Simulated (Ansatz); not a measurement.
Input file for Ansatz (a program for electronic structure):

Ansatz 0.2 input:
```yaml
crystal:
  lattice:
    - [4.5142423829, 0.0, 0.0]
    - [-2.2571211914, 3.9094485824, 0.0]
    - [0.0, 0.0, 2.7989679047]
  atoms:
    - { symbol: Ti, position: [0.0, 0.0, 0.0] }
    - { symbol: Ti, position: [0.3333333333, 0.6666666667, 0.5] }
    - { symbol: Ti, position: [0.6666666667, 0.3333333333, 0.5] }
kpoints:
  mp_grid: { grid: [11, 11, 15] }
hamiltonian:
  xc: pbesol
  pseudopotentials: { azcp: { folder: ./paw }, kind: paw }
scf:
  occupations: { method: fermi_dirac, width: 0.1 }
phonons:
  method: dfpt
  response_accuracy: low
  eigenvectors: true
  rigid_motions: translations
```

Output (shortened):

```
Pseudopotential: Ti, paw, valence charge 12
Functional definition: PBEsol
Crystal: 3 atoms, lattice volume = 49.397 Å³
Basis set: ecut = 420 eV, 951 PW (Γ), exchange–correlation on 64×64×40 points (8 copies of the dense FFT grid, shifted against one another)
Bands: 22, of which v1, the nominal top of the filled ones, is band 18 counted from 1 (17 counted from 0)
Symmetry: 24 space group operations
k-points: 288 of 1815 (irreducible under 4 space group operations, time reversal used)
SCF iter   1: F=—  HF=-7422.544523 eV  |F-HF|=—  |Δ(HF+E_count)|=         —  Δρ=6.64e-2  dr2=2.41e0  ethr=3.10e-3  ⟨swp⟩=3.1  Hψ=21836  notcnv=0
preconditioner: auto → none
SCF iter   2: F=—  HF=-7421.975874 eV  |F-HF|=—  |Δ(HF+E_count)|=   5.69e-1  Δρ=3.34e-2  dr2=6.87e-1  ethr=3.10e-3  ⟨swp⟩=3.7  Hψ=36360  notcnv=0
automatic band count: the SCF goes on with 26 bands, as 22 were too few: they end inside the smearing window of the response
SCF iter   3: F=—  HF=-7421.789292 eV  |F-HF|=—  |Δ(HF+E_count)|=   1.87e-1  Δρ=2.35e-3  dr2=1.42e-3  ethr=1.91e-3  ⟨swp⟩=2.1  Hψ=13511  notcnv=0
SCF iter   4: F=—  HF=-7421.790485 eV  |F-HF|=—  |Δ(HF+E_count)|=   1.19e-3  Δρ=6.71e-4  dr2=2.01e-4  ethr=3.94e-6  ⟨swp⟩=2.1  Hψ=14212  notcnv=0
SCF iter   5: F=—  HF=-7421.790500 eV  |F-HF|=—  |Δ(HF+E_count)|=   1.50e-5  Δρ=2.64e-4  dr2=6.51e-5  ethr=5.59e-7  ⟨swp⟩=2.9  Hψ=13796  notcnv=0
SCF iter   6: F=—  HF=-7421.790492 eV  |F-HF|=—  |Δ(HF+E_count)|=   7.51e-6  Δρ=5.15e-5  dr2=1.44e-6  ethr=1.81e-7  ⟨swp⟩=1.2  Hψ=7624  notcnv=0
SCF iter   7: F=—  HF=-7421.790494 eV  |F-HF|=—  |Δ(HF+E_count)|=   1.70e-6  Δρ=1.01e-5  dr2=3.81e-8  ethr=3.99e-9  ⟨swp⟩=2.6  Hψ=12130  notcnv=0
SCF iter   8: F=—  HF=-7421.790494 eV  |F-HF|=—  |Δ(HF+E_count)|=   1.37e-8  Δρ=8.60e-7  dr2=2.03e-10  ethr=1.06e-10  ⟨swp⟩=2.0  Hψ=12777  notcnv=0
SCF iter  10: F=-7421.790494 eV  HF=-7421.790494 eV  |F-HF|=9.09e-13  |Δ(HF+E_count)|=  1.18e-11  Δρ=3.81e-8  dr2=5.51e-13  ethr=1.00e-12  ⟨swp⟩=3.1  Hψ=26875  notcnv=0
SCF 1 converged in 10 iterations: F = -7421.790494 eV  dr2 = 5.51e-13
DFPT response loops at Γ: preconditioner auto → Kerker (q_TF=auto, 2.588 Å⁻¹) (partly filled bands, converged f_vac=0.000) …
SCF converged after 10 iterations
Free energy (F): -7421.790494 eV
Harris-Foulkes:  -7421.790494 eV  (|F-HF|=9.09e-13)
Internal energy: -7421.689997 eV  (E = F + TS)
E sigma→0 (E₀):  -7421.740245 eV
Entropy (-TS):   -0.100497 eV (-33.499 meV/atom)
Fermi energy:    13.877286 eV
--- Per-component energies (eV) ---
  E_band       = -445.487171
  E_kinetic    = 846.435430
  E_local      = -2542.113291  (includes V_loc(G=0)·N_el)
  E_nonlocal   = 186.401913
  E_hartree    = 1010.985427
  E_xc         = -346.581359
  E_vxc        = -436.076262  (∫ρ·V_xc dr)
  E_paw        = -3052.545059  (= ΣΔE_a)
  E_vpaw       = -522.105586  (= ΣTr[D̂ρ^β])
  E_aug_tail   = -0.000248  (compensation charges beyond the density's cutoff)
  E_ewald      = -3524.690963
  E_core_change = 0.418154  (= ΣΔE_core)
  E_smearing   = -0.100497  (= −TS)
  E_closure    = 0.000000  (closes the sum)
  Σ components = -7421.790494   (vs F -7421.790494, Δ=0.00e0)
  [band-id]    e_kinetic+e_local+e_nonlocal+2·e_hartree+e_vxc+e_vpaw+e_augmentation_tail = -445.487189   (vs E_band -445.487171, Δ=-1.82e-5)
--- Band table (eV; the first three rows and the last of 288) ---
  k-point 0: bands = ["-42.6172", "-42.3766", "-42.1881", "-19.0651", "-19.0651", "-19.0102", "-19.0102", "-18.6545", "-18.4462", "-18.3613", "-18.3233", "-18.3233", "7.7325", "11.8361", "13.1862", "13.1862", "13.2775", "13.2775", "13.8844", "14.6154", …
  k-point 1: bands = ["-42.6135", "-42.3747", "-42.1854", "-19.0600", "-19.0600", "-19.0072", "-19.0072", "-18.6753", "-18.4716", "-18.3823", "-18.3239", "-18.3239", "7.8371", "11.9204", "13.1111", "13.1111", "13.2246", "13.2246", "14.0237", "14.7056", …
  k-point 2: bands = ["-42.6032", "-42.3692", "-42.1779", "-19.0456", "-19.0456", "-18.9984", "-18.9984", "-18.7334", "-18.5432", "-18.4412", "-18.3257", "-18.3257", "8.1431", "12.1511", "12.9034", "12.9034", "13.0788", "13.0788", "14.4317", "14.9743", …
  k-point 287: bands = ["-42.5304", "-42.2754", "-42.1873", "-19.2199", "-19.1302", "-19.0023", "-18.9055", "-18.8319", "-18.7855", "-18.7706", "-18.4779", "-18.2788", "11.2780", "11.7271", "12.2884", "12.7019", "12.7727", "13.1395", "14.3200", "14.6203", …
--- Phonons (Γ-DFPT): 4 representative perturbations + reference, on 288 of 1815 k-points (Σ response iterations 12) ---
  ASR residual: 7.663e-4 → 0.000e0 eV/Å²; symmetrization residual: 1.641e-5 eV/Å²
  ASR residual per site (eV/Å²): 6.13e-4 7.66e-4 7.66e-4
  Γ frequencies (cm⁻¹): 0.00 0.00 0.00 133.88 166.12 166.12 188.85 188.85 222.46
  non-analytic LO–TO correction: not included (Born effective charges unavailable; polar crystals: no LO–TO splitting at Γ)
```

Cost: around 90 core-seconds (rough) on shared cores.

Space group P6/mmm. This is a known high-pressure phase of the composition, computed here at zero pressure and temperature. The cell was relaxed with PBEsol under the symmetry of its start; its stability against distortions is not shown here. No spin polarisation was allowed. As this level gives no gap, phonon frequencies hold no LO–TO term and depend on the k-mesh and smearing (Fermi–Dirac, 0.1 eV here).

Potentials: the earlier of the program's two PAW sets. The files were generated under PBE; for other functionals the program regenerates the frozen cores, and for LDA and PBEsol the local potential too.

Ansatz is a plane-wave DFT program.
